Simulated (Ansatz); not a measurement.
TaAl:
```xyz
2
Lattice="0.0000 2.6277 2.6277 2.6277 0.0000 2.6277 2.6277 2.6277 0.0000" Properties=species:S:1:pos:R:3 pbc="T T T"
Ta     0.0000     0.0000     0.0000
Al     2.6277     2.6277     2.6277
```

Relaxed with r²SCAN. Special points in fractions of this cell's reciprocal vectors: Γ (0.000, 0.000, 0.000); X (0.500, 0.000, 0.500); U (0.625, 0.250, 0.625); K (0.375, 0.375, 0.750); L (0.500, 0.500, 0.500); W (0.500, 0.250, 0.750).

Q: List the band energies nearest the Fermi level at these points for plane-wave PAW r²SCAN with spin–orbit coupling (Ansatz code).

A: In eV from the Fermi level; about four levels below and three above (degenerate sets whole), none deeper than 8.9 eV; points with the same levels are listed once.

```json
[
 {"k": "Γ", "below": "-0.63 -0.63 -0.63 -0.63 -0.26 -0.26", "above": "0.13 0.13 0.13 0.13"},
 {"k": "X", "below": "-2.75 -2.75 -2.60 -2.60", "above": "1.19 1.19 1.61 1.61"},
 {"k": "U", "below": "-2.75 -2.75 -0.72 -0.72", "above": "0.57 0.57 2.54 2.54"},
 {"k": "L", "below": "-1.98 -1.98 -1.79 -1.79", "above": "2.24 2.24 2.42 2.42"},
 {"k": "W", "below": "-2.65 -2.65 -2.15 -2.15", "above": "1.81 1.81 2.83 2.83"}
]
```

Space group Fm-3m (rock salt). The start of the workflow was typed in or built on a structure type; neither database checked (COD, Materials Project) lists it. Whether it is the stable phase at ambient conditions was not checked. Symmetry was held in the r²SCAN relaxation. At this level the phase is mechanically unstable. No spin polarisation was allowed. Its formation energy is positive at this level, so the cell may be metastable or incomplete.

Potentials: the earlier of the program's two PAW sets.
